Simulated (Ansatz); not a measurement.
Structure from Materials Project entry mp-2845 (possibly hypothetical), not relaxed further.

SbPt: DFT, LDA, all-electron LAPW, scalar-relativistic (Ansatz 0.2.0).

Command: `ansatz run input.yaml --threads 1 --pin off --max-ram 4096MiB --backend cpu --events-out ev --progress --plain --runs-dir out` The run took 75 s on 1 thread of Intel(R) Xeon(R) Platinum 8488C (Sapphire Rapids) (shared host).

```yaml
crystal:
  lattice:
    - [4.1774426617, 0.0, 0.0]
    - [-2.0887213308, 3.6177714679, 0.0]
    - [0.0, 0.0, 5.5392039]
  atoms:
    - { symbol: Sb, position: [0.6666666667, 0.3333333333, 0.75] }
    - { symbol: Sb, position: [0.3333333333, 0.6666666667, 0.25] }
    - { symbol: Pt, position: [0.0, 0.0, 0.5] }
    - { symbol: Pt, position: [0.0, 0.0, 0.0] }
kpoints:
  mp_grid: { grid: [9, 9, 6] }
  band_path:
    path:
      - [0.0, 0.0, 0.0]
      - [0.5, 0.0, 0.0]
      - [0.3333333333, 0.3333333333, 0.0]
      - [0.0, 0.0, 0.0]
      - [0.0, 0.0, 0.5]
      - [0.5, 0.0, 0.5]
      - [0.3333333333, 0.3333333333, 0.5]
      - [0.0, 0.0, 0.5]
      - [0.5, 0.0, 0.5]
    npoints: 14
scf:
  occupations: { method: fermi_dirac, width: 0.05 }
hamiltonian:
  xc: lda
  pseudopotentials: { kind: all_electron, lapw: { basis_error: 0.001 } }
output:
  forces: true
  stress: true
  eigenvalues: true
  populations: true
  dos: { projected: true, de: 0.2, e_range: [-14, 8] }
```

Output:

```
Sb: projections on atomic orbitals take those of the free atom 1s2 2s2 2p6 3s2 3p6 3d10 4s2 4p6 4d10 5s2 5p3, of charge +0.00 (hamiltonian.pseudopotentials.projection_atoms)
Pt: projections on atomic orbitals take those of the free atom 1s2 2s2 2p6 3s2 3p6 3d10 4s2 4p6 4d10 4f14 5s2 5p6 5d9 6s1, of charge +0.00 (hamiltonian.pseudopotentials.projection_atoms)
LAPW: plane waves up to 8.433 Å⁻¹, error target 1.0e-3 eV per atom; small_component_spin mean_spin; Sb in spheres of 1.385 Å, 23 of its electrons in bands, Dirac shells []; Pt in spheres of 1.385 Å, 42 of its electrons in bands, Dirac shells []
Engine: ansatz 0.2.0
Pseudopotentials: kind: all_electron
Pseudopotential: Sb, LAPW, valence charge 23, Koelling and Harmon's equation, gaussian nucleus
Pseudopotential: Pt, LAPW, valence charge 42, Koelling and Harmon's equation, gaussian nucleus
Functional definition: SPW92
  exchange = slater_x
  correlation = pw_c
Crystal: 4 atoms, lattice volume = 83.714 Å³
Basis set: ecut = 270.9296450953962 eV, 855 PW (Γ), exchange–correlation at level 2
Bands: 78, of which v1, the nominal top of the filled ones, is band 65 counted from 1 (64 counted from 0)
Symmetry: 24 space group operations
Space group: P63/mmc (ITA 194), of the structure as read, at distance tolerance 4.4e-5 Å
k-points: 48 of 486
Non-local potential: Sb, projectors of the file, none
Non-local potential: Pt, projectors of the file, none
Initial density: superposition of atomic densities (chi_scale 0.1, normalization cell, long waves kept (reshape's long-wave potential 0.00 eV rms))
Initial wavefunctions: plane waves of lowest kinetic energy (no species holds an atomic orbital)
Functional: x = slater, c = lda
iter 1 solved again at ethr=1.84e-4 eV; its pass at ethr=1.00e-1 eV (dr2=2.39e-1 eV) is discarded
SCF iter   1: F=—  HF=-1353800.536703 eV  |F-HF|=—  |Δ(HF+E_count)|=         —  Δρ=2.21e-2  dr2=2.40e-1  ethr=1.84e-4  ⟨swp⟩=2.9  Hψ=24129  notcnv=0
preconditioner: auto → LDOS  [metal: Δε(μ)=0.056 eV  Ē_g=20.950 eV  σ=0.050 eV  W_gap=0.25  n_scr=34 (ndim 8)  ℏωp=28.7 eV  f_vac=0.075  D(μ)=1.85/eV (n_scr^D=8)  β→1.0]
SCF iter   2: F=—  HF=-1353800.331011 eV  |F-HF|=—  |Δ(HF+E_count)|=   2.06e-1  Δρ=7.45e-3  dr2=6.55e-2  ethr=1.84e-4  ⟨swp⟩=3.0  Hψ=11896  notcnv=0
iter 3 solved again at ethr=2.05e-6 eV; its pass at ethr=5.04e-5 eV (dr2=2.67e-3 eV) is discarded
SCF iter   3: F=—  HF=-1353799.968276 eV  |F-HF|=—  |Δ(HF+E_count)|=   3.63e-1  Δρ=2.33e-3  dr2=2.67e-3  ethr=2.05e-6  ⟨swp⟩=2.0  Hψ=19469  notcnv=0
SCF iter   4: F=—  HF=-1353799.950435 eV  |F-HF|=—  |Δ(HF+E_count)|=         —  Δρ=7.96e-4  dr2=2.94e-4  ethr=2.05e-6  ⟨swp⟩=2.0  Hψ=10986  notcnv=0
the basis was enlarged: its passes take 523.7 KiB over the memory plan, 1 of 1 planned eigensolver slots
SCF iter   5: F=—  HF=-1353799.950154 eV  |F-HF|=—  |Δ(HF+E_count)|=   2.81e-4  Δρ=1.90e-4  dr2=1.62e-5  ethr=2.26e-7  ⟨swp⟩=2.0  Hψ=10986  notcnv=0
SCF iter   6: F=—  HF=-1353799.950161 eV  |F-HF|=—  |Δ(HF+E_count)|=   6.87e-6  Δρ=3.32e-5  dr2=4.74e-7  ethr=1.25e-8  ⟨swp⟩=2.0  Hψ=10986  notcnv=0
SCF iter   7: F=-1353799.950160 eV  HF=-1353799.950160 eV  |F-HF|=1.28e-8  |Δ(HF+E_count)|=   8.55e-7  Δρ=6.22e-6  dr2=1.96e-8  ethr=3.64e-10  ⟨swp⟩=2.0  Hψ=10986  notcnv=0
SCF 1 converged in 7 iterations: F = -1353799.950160 eV  dr2 = 1.96e-8
NSCF: frozen V_eff on 113 k-points
SCF converged after 7 iterations
Free energy (F): -1353799.950160 eV
Harris-Foulkes:  -1353799.950160 eV  (|F-HF|=1.28e-8)
Internal energy: -1353799.936402 eV  (E = F + TS)
E sigma→0 (E₀):  -1353799.943281 eV
Entropy (-TS):   -0.013758 eV (-3.439 meV/atom)
Fermi energy:    19.535732 eV
--- Per-component energies (eV) ---
  E_band       = -8899.594913
  E_kinetic    = 1508159.357090
  E_xc         = -27816.672395
  E_electrostatic = -2834142.621098  (all electrons and nuclei)
  E_smearing   = -0.013758  (= −TS)
  E_closure    = 0.000000  (closes the sum)
  E_atoms      = -1353773.627395  (free atoms, spherical and without spin; not in F)
  Σ components = -1353799.950160   (vs F -1353799.950160, Δ=0.00e0)
  Basis errors (estimates in eV, not in F): energy 3.0e-4 per atom: plane waves 2.6e-4 (1.4e-4 summed), levels above the bands 1.3e-97, relativity 9.5e-9, radial functions 3.9e-5, core shells 1.1e-7; eigenvalues (radial functions only) 1.4e-6; not estimated: angular momenta, meshes, grids; target (lapw.basis_error) 1.0e-3; muffin-tin radii Sb 1.385 Å, Pt 1.385 Å
--- Forces (eV/Å), atoms counted from 1 ---
  atom   1  Sb     0.00000000     0.00000000    -0.00000000
  atom   2  Sb    -0.00000000    -0.00000000     0.00000000
  atom   3  Pt    -0.00000000     0.00000000     0.00000000
  atom   4  Pt    -0.00000000    -0.00000000    -0.00000000
  max |Σ_I F_I| component: 5.78e-19 eV/Å
--- Stress (GPa, compression-positive) ---
       -4.474965      -0.000000       0.000000
       -0.000000      -4.474965      -0.000000
       -0.000000      -0.000000      -5.999036
  P = ⅓ Tr σ = -4.9830 GPa (-49.830 kbar)
--- Band table (eV; the first three rows and the last of 48) ---
  k-point 0: bands = ["-283.5452", "-283.5452", "-283.5452", "-283.5452", "-283.5250", "-283.5250", "-283.4982", "-283.4982", "-283.4982", "-283.4982", "-124.5522", "-124.5522", "-79.1867", "-79.1753", "-77.6792", "-77.6792", "-77.6791", "-77.6791", "-77.6774", "-77.6773", "-47.7732", "-47.7720", "-47.7440", "-47.7440", "-47.7435", "-47.7435", "-47.7427", "-47.7427", "-47.7223", "-47.7223", "-47.7218", "-47.7218", "-47.7130", "-47.7116", "-33.5255", "-33.3157", "-33.3157", "-33.2910", "-33.2910", "-33.2671", "-9.7443", "-9.7443", "-9.7362", "-9.7362", "-9.7309", "-9.7309", "-9.7195", "-9.7152", "-9.7111", "-9.7111", "6.8977", "10.5777", "12.8204", "13.8160", "13.8160", "13.9059", "15.3387", "15.3387", "16.1517", "16.1517", "17.5119", "17.5119", "19.5144", "19.5144", "20.2783", "21.8142", "22.0341", "22.9058", "23.0669", "23.0669", "24.9531", "24.9531", "27.5514", "27.5514", "27.6583", "28.6791", "29.3637", "30.2096"]
  k-point 1: bands = ["-283.5452", "-283.5452", "-283.5452", "-283.5452", "-283.5250", "-283.5250", "-283.4982", "-283.4982", "-283.4982", "-283.4982", "-124.5522", "-124.5522", "-79.1860", "-79.1761", "-77.6792", "-77.6792", "-77.6791", "-77.6791", "-77.6774", "-77.6773", "-47.7731", "-47.7721", "-47.7440", "-47.7440", "-47.7435", "-47.7435", "-47.7428", "-47.7428", "-47.7222", "-47.7222", "-47.7218", "-47.7218", "-47.7129", "-47.7117", "-33.5084", "-33.3141", "-33.3141", "-33.2926", "-33.2926", "-33.2846", "-9.7432", "-9.7432", "-9.7364", "-9.7364", "-9.7302", "-9.7302", "-9.7192", "-9.7154", "-9.7128", "-9.7128", "7.0386", "9.9739", "13.5243", "13.9307", "13.9307", "14.1060", "15.4317", "15.4317", "15.9342", "15.9342", "17.1794", "17.1794", "19.5573", "19.9988", "19.9988", "20.8026", "22.6222", "22.9461", "22.9461", "23.6762", "25.0566", "25.0566", "26.8170", "27.1626", "27.1626", "28.3716", "29.5826", "30.7590"]
  k-point 2: bands = ["-283.5452", "-283.5452", "-283.5452", "-283.5452", "-283.5250", "-283.5250", "-283.4982", "-283.4982", "-283.4982", "-283.4982", "-124.5522", "-124.5522", "-79.1839", "-79.1782", "-77.6792", "-77.6792", "-77.6792", "-77.6792", "-77.6774", "-77.6773", "-47.7729", "-47.7723", "-47.7440", "-47.7440", "-47.7433", "-47.7433", "-47.7429", "-47.7429", "-47.7221", "-47.7221", "-47.7219", "-47.7219", "-47.7126", "-47.7120", "-33.4616", "-33.3324", "-33.3095", "-33.3095", "-33.2972", "-33.2972", "-9.7407", "-9.7407", "-9.7371", "-9.7371", "-9.7276", "-9.7276", "-9.7183", "-9.7173", "-9.7173", "-9.7161", "7.4534", "8.9938", "14.2642", "14.2642", "14.6404", "14.6725", "15.3956", "15.3956", "15.7002", "15.7002", "16.6256", "16.6256", "18.4763", "19.3681", "20.9296", "20.9296", "22.5520", "22.5520", "23.6522", "24.4921", "25.3402", "25.3402", "25.9400", "26.4253", "26.4253", "26.6622", "30.6644", "31.5238"]
  k-point 47: bands = ["-283.5452", "-283.5452", "-283.5452", "-283.5452", "-283.5250", "-283.5250", "-283.4982", "-283.4982", "-283.4982", "-283.4982", "-124.5522", "-124.5522", "-79.1810", "-79.1810", "-77.6792", "-77.6792", "-77.6791", "-77.6791", "-77.6774", "-77.6774", "-47.7726", "-47.7726", "-47.7440", "-47.7440", "-47.7431", "-47.7431", "-47.7431", "-47.7431", "-47.7220", "-47.7220", "-47.7220", "-47.7220", "-47.7123", "-47.7123", "-33.3971", "-33.3971", "-33.3049", "-33.3049", "-33.3045", "-33.3045", "-9.7337", "-9.7337", "-9.7306", "-9.7306", "-9.7302", "-9.7302", "-9.7283", "-9.7283", "-9.7074", "-9.7074", "9.4845", "9.4845", "13.8560", "13.8560", "13.8705", "13.8705", "15.1382", "15.1382", "16.0622", "16.0622", "16.2823", "16.2823", "17.4691", "17.4691", "17.9056", "17.9056", "23.6541", "23.6541", "25.0373", "25.0373", "25.7551", "25.7551", "28.3975", "28.3975", "28.4888", "28.4888", "30.3283", "30.3283"]
--- Löwdin populations: 4 sites ---
  site symbol       q [e]
     0     Sb     50.9989
     1     Sb     50.9989
     2     Pt     77.8387
     3     Pt     77.8387
  spilling = 0.001259 (of n_electrons = 258.000000)
```

populations.tsv:

```
# site	symbol	l	j	q
# orbitals = lowdin
# n_electrons = 258.000000
# spilling = 0.001259
# projection_atom_Sb: 1s2 2s2 2p6 3s2 3p6 3d10 4s2 4p6 4d10 5s2 5p3
# projection_atom_Pt: 1s2 2s2 2p6 3s2 3p6 3d10 4s2 4p6 4d10 4f14 5s2 5p6 5d9 6s1
0	Sb	0_1S	-	1.999999
0	Sb	0_2S	-	1.999983
0	Sb	0_3S	-	1.999742
0	Sb	0_4S	-	1.996715
0	Sb	0_5S	-	1.779301
0	Sb	1_2P	-	5.999999
0	Sb	1_3P	-	5.999958
0	Sb	1_4P	-	5.997641
0	Sb	1_5P	-	3.227810
0	Sb	2_3D	-	9.999988
0	Sb	2_4D	-	9.997807
1	Sb	0_1S	-	1.999999
1	Sb	0_2S	-	1.999983
1	Sb	0_3S	-	1.999742
1	Sb	0_4S	-	1.996715
1	Sb	0_5S	-	1.779301
1	Sb	1_2P	-	5.999999
1	Sb	1_3P	-	5.999958
1	Sb	1_4P	-	5.997641
1	Sb	1_5P	-	3.227810
1	Sb	2_3D	-	9.999988
1	Sb	2_4D	-	9.997807
2	Pt	0_1S	-	1.999999
2	Pt	0_2S	-	1.999987
2	Pt	0_3S	-	1.999856
2	Pt	0_4S	-	1.998537
2	Pt	0_5S	-	1.979448
2	Pt	0_6S	-	0.819560
2	Pt	1_2P	-	6.000000
2	Pt	1_3P	-	5.999996
2	Pt	1_4P	-	5.999951
2	Pt	1_5P	-	5.995545
2	Pt	2_3D	-	9.999998
2	Pt	2_4D	-	9.999976
2	Pt	2_5D	-	9.045880
2	Pt	3_4F	-	13.999970
3	Pt	0_1S	-	1.999999
3	Pt	0_2S	-	1.999987
3	Pt	0_3S	-	1.999856
3	Pt	0_4S	-	1.998537
3	Pt	0_5S	-	1.979448
3	Pt	0_6S	-	0.819560
3	Pt	1_2P	-	6.000000
3	Pt	1_3P	-	5.999996
3	Pt	1_4P	-	5.999951
3	Pt	1_5P	-	5.995545
3	Pt	2_3D	-	9.999998
3	Pt	2_4D	-	9.999976
3	Pt	2_5D	-	9.045880
3	Pt	3_4F	-	13.999970
```
